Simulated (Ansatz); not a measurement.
Input:

GaCuGeSe$_{4}$:
```yaml
crystal:
  lattice:
    - [-2.68583, 2.68583, 5.30813]
    - [2.68583, -2.68583, 5.30813]
    - [2.68583, 2.68583, -5.30813]
  atoms:
    - { symbol: Ga, position: [0.50000, 0.50000, 0.00000] }
    - { symbol: Cu, position: [0.25000, 0.75000, 0.50000] }
    - { symbol: Ge, position: [0.75000, 0.25000, 0.50000] }
    - { symbol: Se, position: [0.11232, 0.10991, 0.45585] }
    - { symbol: Se, position: [0.89009, 0.34594, 0.00240] }
    - { symbol: Se, position: [0.65406, 0.65647, 0.54415] }
    - { symbol: Se, position: [0.34353, 0.88768, 0.99760] }
```

This is the LDA-relaxed structure. x, y and z are the axes in which the lattice vectors are written.

All from plane-wave PAW LDA (Ansatz code), unless another level is named. Give the formation energy from the elements (no fitted shifts).

-0.37 eV/atom.

And the band gap?

0.78 eV (direct).

Next, the hole effective mass, band 2 of 2 at the edge?

0.088 along x, 0.54 along z (mₑ).

What about the weight of the conduction-edge state by species (Voronoi cells)?

Se 62 %, Ge 15 %, Cu 14 %, Ga 9 %.

What about the valence-band maximum?

at Γ.

Space group I-4. The workflow started from a Materials Project entry (that database holds measured and hypothetical structures alike); the Crystallography Open Database copy checked does not list it. Its standing as an ambient phase is unchecked. Symmetry was held in the LDA relaxation; of distortions, only those at the zone centre were tested. The run is not spin-polarised. The references are the lowest solids computed at this level, not always the standard phases. Scalar-relativistic: spin–orbit coupling is off unless named, which matters more the heavier the elements.

Potentials: the later of the program's two PAW sets.
